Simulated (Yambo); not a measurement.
Rb2ScAgF6 (space group Fm-3m, No. 225), G0W0@LDA in Yambo (2×2×2 mesh, plasmon pole; 7 Ry block, no terminator). The number N of bands in W and G is varied.

```tsv
N	x = 1/N	gap L → Γ (eV)	shift of the valence edge (eV)
113	0.00885	6.736	-1.652
158	0.00633	6.466	-1.634
216	0.00463	6.365	-1.697
273	0.00366	?	?
```

### Question
Basis-set arguments suggest E = E∞ + A x. Fix A and E∞ from the two rows above the withheld one, predict the row at 273 bands, and test the form.

### Answer
Gap: A = (6.365 − (6.466))/(0.00463 − 0.00633) = 59.4, E∞ = 6.090 eV, so 6.307 eV is predicted; the run gave 6.365 eV (miss 58 meV). The first two rows have slope 107, so the form doesn't hold yet over the whole range. Shift: A = (-1.697 − (-1.634))/(0.00463 − 0.00633) = 37.1, E∞ = -1.869 eV, so -1.733 eV is predicted; the run gave -1.789 eV (miss 56 meV). The first two rows have slope -7.14, so the form doesn't hold yet over the whole range. The other settings are held fixed.

Spin-orbit coupling is not included.

Geometry of the Materials Project entry, not relaxed at this level; primitive cell a = 6.354 Å, b = 6.354 Å, c = 6.354 Å, α = 60.00°, β = 60.00°, γ = 60.00°.

The structure is a Materials Project entry; no match was found in the copy of COD used, and its stability was not checked.

A shift is the quasiparticle energy of the state minus its LDA energy.
